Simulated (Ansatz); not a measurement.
SiC (CsCl type, Pm-3m) at seven volumes, the program Ansatz at the PBEsol level (PAW), scaled uniformly. One row is withheld.

```csv
V (Å³/atom),P (GPa)
8.178,21.67
8.448,13.24
8.717,?
8.987,0.00
9.257,-5.21
9.526,-9.40
9.796,-12.82
```

**Question.** Fit the shown pressures and predict the withheld one.

**Answer.** Third-order Birch–Murnaghan: P = (3/2)B₀(x^(7/2) − x^(5/2))[1 + (3/4)(B′ − 4)(x − 1)] with x = (V₀/V)^(2/3). Least squares on the six rows gives V₀ = 8.985 Å³/atom, B₀ = 183.9 GPa, B′ = 4.84. At V = 8.717, x = 1.0204 and P = 5.99 GPa. The run itself gave 6.10 GPa.

The cell is a constructed one: a structure type filled with these elements; neither database checked (COD, Materials Project) lists it. It is not the phase usual at ambient conditions (space group No. 186, 216). Symmetry was held in the PBEsol relaxation. At this level the phase is dynamically unstable (imaginary phonons).

Potentials: the earlier of the program's two PAW sets. The files were generated under PBE; for other functionals the program regenerates the frozen cores, and for LDA and PBEsol the local potential too.
